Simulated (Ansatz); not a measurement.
**What DFT gives for WSe₂ (P6_3/mmc)**

Conventional cell: a = 3.271 Å, b = 3.271 Å, c = 13.223 Å, α = 90.00°, β = 90.00°, γ = 120.00°. Around W (atom 1) lie 6 Se at 2.52 Å. Se (atom 3) is surrounded by 3 W at 2.52 Å.

Ansatz runs use the cell relaxed by PAW under their functional.

(1) What are its gap and electron mass? (PBEsol, all-electron LAPW in Ansatz 0.2.0, scalar-relativistic; a = 3.271, c = 13.223 Å; k mesh 8×8×2, fixed occupations, basis error target 1 meV/atom)

(2) How stiff is it? (PBEsol, all-electron LAPW in Ansatz 0.2.0, scalar-relativistic; a = 3.271, c = 13.222 Å; k mesh 6×6×2, strains of ±0.005, fixed occupations, basis error target 1 meV/atom)

(3) How does it vibrate? (PBEsol, all-electron LAPW in Ansatz 0.2.0, scalar-relativistic; a = 3.271, c = 13.222 Å; k mesh 6×6×2, fixed occupations, basis error target 1 meV/atom; q mesh 1×1×1)

(4) How does it screen a field? (PBEsol, PAW on Ansatz 0.2.0's default frozen-core files (fitted under PBE), scalar-relativistic; a = 3.271, c = 13.222 Å; k mesh 6×6×2, fixed occupations, cutoff 420 eV)

(5) How much do local fields and the kernel change ε∞?

Answers

(1) Kohn-Sham band edges (the gap between refined extrema, the direct gap on the fine mesh): gap = 1.02 eV, least direct gap = 1.85 eV, electron conductivity mass = 0.463 mₑ, ε∞ without local fields (PAW) = 13.91.

(2) Elastic moduli (Hill averages, relaxed ions; θ_D from sound speeds over directions): B = 40.4 GPa, G = 33.8 GPa, C11 = 197 GPa, C33 = 26.6 GPa, C44 = 13.1 GPa, ν = 0.173, θ_D = 189 K.

(3) Harmonic phonons by finite displacements (no LO-TO term; negative means unstable): highest mode = 306 cm⁻¹, lowest optical at Γ = 19.3 cm⁻¹.

(4) Dielectric response and Born charges by linear response (direction means): ε∞ = 12.25, largest |Z*| = 1.13 e, ε₀ = 12.4.

(5) From 13.91 (independent particles) to 12.25 (linear response), -12 %. The two sums use different k meshes, so a part of a few per cent can be the mesh's.

Known limits: no spin-orbit coupling on heavy atoms; semilocal gaps are low, and light masses and ε∞ follow the gap (band edges); no dispersion correction, so the spacing and stiffness between layers or molecules are poor; zone-boundary modes aren't tested (phonons, field response); frozen-core PAW files fitted under PBE, their cores solved anew for the functional of the run (field response); field response not resolved by the mesh (field response); semilocal gaps are low, so ε∞ comes out large.
